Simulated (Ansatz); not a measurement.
# ZrIr₂: do energies and stresses tell the same story?

All numbers below come from DFT r2SCAN, scalar-relativistic, plane waves, PAW (Ansatz 0.2.0).

Cutoff 500 eV; k points 8×8×8 on the computed 6-atom cell (Γ-centred); Gaussian smearing, width 0.10 eV; no spin polarisation.

Relaxed cell: Fd-3m, a = 7.385 Å, b = 7.385 Å, c = 7.385 Å, α = 90.00°, β = 90.00°, γ = 90.00°, 6 atoms in the primitive cell. Whether it is the stable form of this composition wasn't checked.

Energies at zero smearing and pressures from the stress tensor, at volumes with shape and atoms relaxed:
```tsv
V (Å³/atom)	E − E(first) (meV/atom)	P (GPa)
15.772	0.00	18.84
16.276	-42.57	8.63
16.779	-55.65	0.00
17.283	-43.78	-7.30
17.786	-10.82	-13.46
```

Task: Check P = −dE/dV between neighbouring volumes, and get the bulk modulus from the pressures alone.

Result: With 1 eV/Å³ = 160.2 GPa:
```tsv
middle V (Å³/atom)	−ΔE/ΔV (GPa)	mean P (GPa)
16.024	13.550	13.737
16.528	4.161	4.318
17.031	-3.776	-3.649
17.534	-10.490	-10.381
```

The two differ by 0.19 GPa at most. The mean of two end pressures misses the average over a step by about ΔV² P″/12, up to 0.14 GPa here; with that taken off 0.05 GPa remains. The stress is the derivative of the free energy, not of the energy at zero smearing, and with free energies 0.00 GPa remains. Around V = 16.779 Å³/atom, the two neighbours give B = −V ΔP/ΔV = 16.779 × 15.93 / 1.007 = 265.5 GPa, against B0 = 264.1 GPa from the Birch–Murnaghan fit of the energies.

Spin–orbit coupling is left out, which can shift energies with elements as heavy as these.